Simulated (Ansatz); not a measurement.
A relaxation computed with Ansatz, from input to last step.

```yaml
crystal:
  lattice:
    - [3.968352, 0.0, 0.0]
    - [0.0, 3.968352, 0.0]
    - [0.0, 0.0, 15.876415]
  atoms:
    - { symbol: Ba, position: [0.0, 0.0, 0.0] }
    - { symbol: Sr, position: [0.0, 0.0, 0.25092] }
    - { symbol: Sr, position: [0.0, 0.0, 0.5] }
    - { symbol: Sr, position: [0.0, 0.0, 0.74908] }
    - { symbol: Ti, position: [0.5, 0.5, 0.128175] }
    - { symbol: Ti, position: [0.5, 0.5, 0.375439] }
    - { symbol: Ti, position: [0.5, 0.5, 0.624561] }
    - { symbol: Ti, position: [0.5, 0.5, 0.871825] }
    - { symbol: O, position: [0.0, 0.5, 0.129738] }
    - { symbol: O, position: [0.0, 0.5, 0.375192] }
    - { symbol: O, position: [0.0, 0.5, 0.624808] }
    - { symbol: O, position: [0.0, 0.5, 0.870262] }
    - { symbol: O, position: [0.5, 0.5, 0.0] }
    - { symbol: O, position: [0.5, 0.5, 0.251433] }
    - { symbol: O, position: [0.5, 0.5, 0.5] }
    - { symbol: O, position: [0.5, 0.5, 0.748567] }
    - { symbol: O, position: [0.5, 0.0, 0.129738] }
    - { symbol: O, position: [0.5, 0.0, 0.375192] }
    - { symbol: O, position: [0.5, 0.0, 0.624808] }
    - { symbol: O, position: [0.5, 0.0, 0.870262] }
basis:
  ecutwfc: 500
kpoints:
  mp_grid: { grid: [8, 8, 2] }
hamiltonian:
  xc: r2scan
scf:
  occupations: { method: gaussian, width: 0.02 }
output:
  forces: true
  stress: true
  eigenvalues: true
relax:
  adjacent_minimum: "off"
  f_tol: 0.005
  max_steps: 80
  cell: { stress_tol: 0.05 }
```

```bash
ansatz run input.yaml --threads 4 --pin off --max-ram 10240MiB --backend cpu --events-out ev --progress --plain --runs-dir out
```

The calculation used DFT r2SCAN, scalar-relativistic, plane waves, PAW in Ansatz 0.2.0.

Of 7 frames 7 are shown, positions in Å and forces in eV/Å; the SCF threshold varies from step to step. Steps run on the plane waves of an earlier cell, with a Pulay correction in the pressure. The basis is chosen afresh for the last frame, the zero of the energies, and at times for earlier ones too; energy and pressure can step there, also at an unchanged geometry. Where two frames share a geometry here, they differ by under 2 meV/atom and 0.3 GPa. The mark taken_back stands on steps that the optimiser undid.

```xyz
20
Lattice="3.9684 0.0000 0.0000 0.0000 3.9684 0.0000 0.0000 0.0000 15.8764" Properties=species:S:1:pos:R:3:forces:R:3 pbc="T T T" step=1 free_energy_over_end_meV_per_atom=6.47 pressure_GPa=-5.25
Ba    0.0000    0.0000    0.0000    0.0000    0.0000    0.0000
Sr    0.0000    0.0000    3.9837    0.0000    0.0000    0.0946
Sr    0.0000    0.0000    7.9382    0.0000    0.0000    0.0000
Sr    0.0000    0.0000   11.8927    0.0000    0.0000   -0.0946
Ti    1.9842    1.9842    2.0350    0.0000    0.0000    0.1277
Ti    1.9842    1.9842    5.9606    0.0000    0.0000    0.0614
Ti    1.9842    1.9842    9.9158    0.0000    0.0000   -0.0614
Ti    1.9842    1.9842   13.8415    0.0000    0.0000   -0.1277
O     0.0000    1.9842    2.0598    0.0000    0.0000   -0.0081
O     0.0000    1.9842    5.9567    0.0000    0.0000    0.0414
O     0.0000    1.9842    9.9197    0.0000    0.0000   -0.0414
O     0.0000    1.9842   13.8166    0.0000    0.0000    0.0081
O     1.9842    1.9842    0.0000    0.0000    0.0000    0.0000
O     1.9842    1.9842    3.9919    0.0000    0.0000   -0.0164
O     1.9842    1.9842    7.9382    0.0000    0.0000    0.0000
O     1.9842    1.9842   11.8846    0.0000    0.0000    0.0164
O     1.9842    0.0000    2.0598    0.0000    0.0000   -0.0081
O     1.9842    0.0000    5.9567    0.0000    0.0000    0.0414
O     1.9842    0.0000    9.9197    0.0000    0.0000   -0.0414
O     1.9842    0.0000   13.8166    0.0000    0.0000    0.0081
20
Lattice="3.9277 0.0000 0.0000 0.0000 3.9277 0.0000 0.0000 0.0000 15.7119" Properties=species:S:1:pos:R:3:forces:R:3 pbc="T T T" step=2 free_energy_over_end_meV_per_atom=0.38 pressure_GPa=0.18
Ba    0.0000    0.0000    0.0000    0.0000    0.0000    0.0000
Sr    0.0000    0.0000    3.9939    0.0000    0.0000   -0.2973
Sr    0.0000    0.0000    7.8560    0.0000    0.0000    0.0000
Sr    0.0000    0.0000   11.7180    0.0000    0.0000    0.2973
Ti    1.9639    1.9639    2.0173    0.0000    0.0000   -0.0534
Ti    1.9639    1.9639    5.9052    0.0000    0.0000   -0.0132
Ti    1.9639    1.9639    9.8067    0.0000    0.0000    0.0132
Ti    1.9639    1.9639   13.6947    0.0000    0.0000    0.0534
O     0.0000    1.9639    2.0445    0.0000    0.0000    0.0394
O     0.0000    1.9639    5.9097    0.0000    0.0000    0.0107
O     0.0000    1.9639    9.8022    0.0000    0.0000   -0.0107
O     0.0000    1.9639   13.6674    0.0000    0.0000   -0.0394
O     1.9639    1.9639    0.0000    0.0000    0.0000    0.0000
O     1.9639    1.9639    3.9557    0.0000    0.0000    0.3318
O     1.9639    1.9639    7.8560    0.0000    0.0000    0.0000
O     1.9639    1.9639   11.7563    0.0000    0.0000   -0.3318
O     1.9639    0.0000    2.0445    0.0000    0.0000    0.0394
O     1.9639    0.0000    5.9097    0.0000    0.0000    0.0107
O     1.9639    0.0000    9.8022    0.0000    0.0000   -0.0107
O     1.9639    0.0000   13.6674    0.0000    0.0000   -0.0394
20
Lattice="3.9263 0.0000 0.0000 0.0000 3.9263 0.0000 0.0000 0.0000 15.7044" Properties=species:S:1:pos:R:3:forces:R:3 pbc="T T T" step=3 free_energy_over_end_meV_per_atom=0.12 pressure_GPa=0.42
Ba    0.0000    0.0000    0.0000    0.0000    0.0000    0.0000
Sr    0.0000    0.0000    3.9411    0.0000    0.0000    0.2034
Sr    0.0000    0.0000    7.8522    0.0000    0.0000    0.0000
Sr    0.0000    0.0000   11.7633    0.0000    0.0000   -0.2034
Ti    1.9632    1.9632    2.0186    0.0000    0.0000    0.1001
Ti    1.9632    1.9632    5.9043    0.0000    0.0000    0.1025
Ti    1.9632    1.9632    9.8000    0.0000    0.0000   -0.1025
Ti    1.9632    1.9632   13.6857    0.0000    0.0000   -0.1001
O     0.0000    1.9632    2.0427    0.0000    0.0000   -0.0019
O     0.0000    1.9632    5.9032    0.0000    0.0000   -0.0028
O     0.0000    1.9632    9.8012    0.0000    0.0000    0.0028
O     0.0000    1.9632   13.6617    0.0000    0.0000    0.0019
O     1.9632    1.9632    0.0000    0.0000    0.0000    0.0000
O     1.9632    1.9632    3.9612    0.0000    0.0000   -0.2584
O     1.9632    1.9632    7.8522    0.0000    0.0000    0.0000
O     1.9632    1.9632   11.7431    0.0000    0.0000    0.2584
O     1.9632    0.0000    2.0427    0.0000    0.0000   -0.0019
O     1.9632    0.0000    5.9032    0.0000    0.0000   -0.0028
O     1.9632    0.0000    9.8012    0.0000    0.0000    0.0028
O     1.9632    0.0000   13.6617    0.0000    0.0000    0.0019
20
Lattice="3.9284 0.0000 0.0000 0.0000 3.9284 0.0000 0.0000 0.0000 15.7168" Properties=species:S:1:pos:R:3:forces:R:3 pbc="T T T" step=4 free_energy_over_end_meV_per_atom=-0.17 pressure_GPa=0.06
Ba    0.0000    0.0000    0.0000    0.0000    0.0000    0.0000
Sr    0.0000    0.0000    3.9658    0.0000    0.0000    0.0030
Sr    0.0000    0.0000    7.8584    0.0000    0.0000    0.0000
Sr    0.0000    0.0000   11.7510    0.0000    0.0000   -0.0030
Ti    1.9642    1.9642    2.0238    0.0000    0.0000   -0.0112
Ti    1.9642    1.9642    5.9115    0.0000    0.0000    0.0040
Ti    1.9642    1.9642    9.8053    0.0000    0.0000   -0.0040
Ti    1.9642    1.9642   13.6930    0.0000    0.0000    0.0112
O     0.0000    1.9642    2.0485    0.0000    0.0000    0.0096
O     0.0000    1.9642    5.9115    0.0000    0.0000    0.0075
O     0.0000    1.9642    9.8053    0.0000    0.0000   -0.0075
O     0.0000    1.9642   13.6683    0.0000    0.0000   -0.0096
O     1.9642    1.9642    0.0000    0.0000    0.0000    0.0000
O     1.9642    1.9642    3.9638    0.0000    0.0000   -0.0072
O     1.9642    1.9642    7.8584    0.0000    0.0000    0.0000
O     1.9642    1.9642   11.7530    0.0000    0.0000    0.0072
O     1.9642    0.0000    2.0485    0.0000    0.0000    0.0096
O     1.9642    0.0000    5.9115    0.0000    0.0000    0.0075
O     1.9642    0.0000    9.8053    0.0000    0.0000   -0.0075
O     1.9642    0.0000   13.6683    0.0000    0.0000   -0.0096
20
Lattice="3.9288 0.0000 0.0000 0.0000 3.9288 0.0000 0.0000 0.0000 15.7186" Properties=species:S:1:pos:R:3:forces:R:3 pbc="T T T" step=5 free_energy_over_end_meV_per_atom=-0.17 pressure_GPa=0.00 taken_back
Ba    0.0000    0.0000    0.0000    0.0000    0.0000    0.0000
Sr    0.0000    0.0000    3.9673    0.0000    0.0000    0.0004
Sr    0.0000    0.0000    7.8593    0.0000    0.0000    0.0000
Sr    0.0000    0.0000   11.7514    0.0000    0.0000   -0.0004
Ti    1.9644    1.9644    2.0242    0.0000    0.0000    0.0188
Ti    1.9644    1.9644    5.9130    0.0000    0.0000    0.0096
Ti    1.9644    1.9644    9.8057    0.0000    0.0000   -0.0096
Ti    1.9644    1.9644   13.6944    0.0000    0.0000   -0.0188
O     0.0000    1.9644    2.0513    0.0000    0.0000   -0.0144
O     0.0000    1.9644    5.9146    0.0000    0.0000   -0.0094
O     0.0000    1.9644    9.8040    0.0000    0.0000    0.0094
O     0.0000    1.9644   13.6674    0.0000    0.0000    0.0144
O     1.9644    1.9644    0.0000    0.0000    0.0000    0.0000
O     1.9644    1.9644    3.9640    0.0000    0.0000    0.0172
O     1.9644    1.9644    7.8593    0.0000    0.0000    0.0000
O     1.9644    1.9644   11.7546    0.0000    0.0000   -0.0172
O     1.9644    0.0000    2.0513    0.0000    0.0000   -0.0144
O     1.9644    0.0000    5.9146    0.0000    0.0000   -0.0094
O     1.9644    0.0000    9.8040    0.0000    0.0000    0.0094
O     1.9644    0.0000   13.6674    0.0000    0.0000    0.0144
20
Lattice="3.9290 0.0000 0.0000 0.0000 3.9290 0.0000 0.0000 0.0000 15.7163" Properties=species:S:1:pos:R:3:forces:R:3 pbc="T T T" step=6 free_energy_over_end_meV_per_atom=-0.17 pressure_GPa=0.01
Ba    0.0000    0.0000    0.0000    0.0000    0.0000    0.0000
Sr    0.0000    0.0000    3.9664    0.0000    0.0000    0.0000
Sr    0.0000    0.0000    7.8581    0.0000    0.0000    0.0000
Sr    0.0000    0.0000   11.7498    0.0000    0.0000    0.0000
Ti    1.9645    1.9645    2.0241    0.0000    0.0000   -0.0027
Ti    1.9645    1.9645    5.9120    0.0000    0.0000    0.0004
Ti    1.9645    1.9645    9.8043    0.0000    0.0000   -0.0004
Ti    1.9645    1.9645   13.6922    0.0000    0.0000    0.0027
O     0.0000    1.9645    2.0495    0.0000    0.0000    0.0021
O     0.0000    1.9645    5.9125    0.0000    0.0000    0.0017
O     0.0000    1.9645    9.8038    0.0000    0.0000   -0.0017
O     0.0000    1.9645   13.6668    0.0000    0.0000   -0.0021
O     1.9645    1.9645    0.0000    0.0000    0.0000    0.0000
O     1.9645    1.9645    3.9640    0.0000    0.0000   -0.0022
O     1.9645    1.9645    7.8581    0.0000    0.0000    0.0000
O     1.9645    1.9645   11.7522    0.0000    0.0000    0.0022
O     1.9645    0.0000    2.0495    0.0000    0.0000    0.0021
O     1.9645    0.0000    5.9125    0.0000    0.0000    0.0017
O     1.9645    0.0000    9.8038    0.0000    0.0000   -0.0017
O     1.9645    0.0000   13.6668    0.0000    0.0000   -0.0021
20
Lattice="3.9290 0.0000 0.0000 0.0000 3.9290 0.0000 0.0000 0.0000 15.7163" Properties=species:S:1:pos:R:3:forces:R:3 pbc="T T T" step=7 free_energy_over_end_meV_per_atom=0.00 pressure_GPa=0.02
Ba    0.0000    0.0000    0.0000    0.0000    0.0000    0.0000
Sr    0.0000    0.0000    3.9664    0.0000    0.0000    0.0000
Sr    0.0000    0.0000    7.8581    0.0000    0.0000    0.0000
Sr    0.0000    0.0000   11.7498    0.0000    0.0000    0.0000
Ti    1.9645    1.9645    2.0241    0.0000    0.0000   -0.0029
Ti    1.9645    1.9645    5.9120    0.0000    0.0000    0.0004
Ti    1.9645    1.9645    9.8043    0.0000    0.0000   -0.0004
Ti    1.9645    1.9645   13.6922    0.0000    0.0000    0.0029
O     0.0000    1.9645    2.0495    0.0000    0.0000    0.0021
O     0.0000    1.9645    5.9125    0.0000    0.0000    0.0017
O     0.0000    1.9645    9.8038    0.0000    0.0000   -0.0017
O     0.0000    1.9645   13.6668    0.0000    0.0000   -0.0021
O     1.9645    1.9645    0.0000    0.0000    0.0000    0.0000
O     1.9645    1.9645    3.9640    0.0000    0.0000   -0.0021
O     1.9645    1.9645    7.8581    0.0000    0.0000    0.0000
O     1.9645    1.9645   11.7522    0.0000    0.0000    0.0021
O     1.9645    0.0000    2.0495    0.0000    0.0000    0.0021
O     1.9645    0.0000    5.9125    0.0000    0.0000    0.0017
O     1.9645    0.0000    9.8038    0.0000    0.0000   -0.0017
O     1.9645    0.0000   13.6668    0.0000    0.0000   -0.0021
```

It took 6 min on 4 threads of Intel(R) Xeon(R) Processor @ 2.50GHz (Skylake/Cascade Lake), on a shared host, peak memory 1.9 GiB.